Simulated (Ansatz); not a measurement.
Rb (bcc, W type)

```
CELL_PARAMETERS angstrom
     -2.83552     2.83552     2.83552
      2.83552    -2.83552     2.83552
      2.83552     2.83552    -2.83552
ATOMIC_POSITIONS crystal
  Rb 0.00000 0.00000 0.00000
```

This relaxed cell (volume V₀) is scaled evenly in all directions, its shape held. Symmetry pins the atoms to their sites.

Computed with PBE (plane waves to 420 eV, PAW, scalar-relativistic; Ansatz, a quantum-chemistry and plane-wave program). k mesh 12×12×12 (Γ-centred), Fermi-Dirac smearing 0.05 eV. The energy includes the smearing's −TS. Compression counts positive. Rb was relaxed with its symmetry unable to fall. The PAW data are Ansatz's earlier set. ΔE is measured from the relaxed starting cell.

Task: Estimate the ΔE (meV/atom) and P (GPa) for V/V₀ = 0.900, 0.960, 0.980, 1.020, 1.040, 1.060.

Result: 
```csv
V/V₀,ΔE (meV/atom),P (GPa)
0.900,9,0.4
0.960,1,0.1
0.980,0,0.1
1.020,0,-0.1
1.040,1,-0.1
1.060,3,-0.1
```

(Under strain, the slope of the energy per volume gives the stress and its curvature an elastic modulus.)
